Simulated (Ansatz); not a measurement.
This run works on a generated trial structure, not on a known crystal.

Input and command of a plane-wave DFT calculation in Ansatz:

```yaml
crystal:
  lattice:
    - [5.11795307, 0.0, 0.0]
    - [-2.55897653, 4.43227737, 0.0]
    - [0.0, 0.0, 9.92116304]
  atoms:
    - { symbol: S, position: [0.0, 0.0, 0.25] }
    - { symbol: S, position: [0.0, 0.0, 0.75] }
    - { symbol: S, position: [0.33333333, 0.66666667, 0.75] }
    - { symbol: S, position: [0.66666667, 0.33333333, 0.25] }
    - { symbol: Au, position: [0.33333333, 0.66666667, 0.96714306] }
    - { symbol: Au, position: [0.66666667, 0.33333333, 0.46714306] }
    - { symbol: Au, position: [0.66666667, 0.33333333, 0.03285694] }
    - { symbol: Au, position: [0.33333333, 0.66666667, 0.53285694] }
    - { symbol: O, position: [0.0, 0.0, 0.0] }
    - { symbol: O, position: [0.0, 0.0, 0.5] }
basis:
  ecutwfc: 420
kpoints:
  mp_grid: { grid: [3, 3, 2] }
hamiltonian:
  xc: pbe
scf:
  occupations: { method: gaussian, width: 0.15 }
  lower_state_search: "off"
output:
  forces: true
  stress: true
  eigenvalues: true
relax:
  adjacent_minimum: "off"
  f_tol: 0.08
  max_steps: 16
  cell: { stress_tol: 0.8 }
```

```bash
ansatz run input.yaml --threads 1 --pin off --max-ram 2560MiB --backend cpu --events-out ev --progress --plain --runs-dir out
```

Processor: Arm Neoverse V1, 1 thread, on a host shared with other jobs.

**Question.** Estimate time, memory and problem size.

**Answer.** About 83 s, peak memory 0.47 GiB. It solves 68 bands at 6 k points (after reduction by symmetry) with about 3343 plane waves (on the last cell), in 86 SCF iterations over 13 ionic steps.
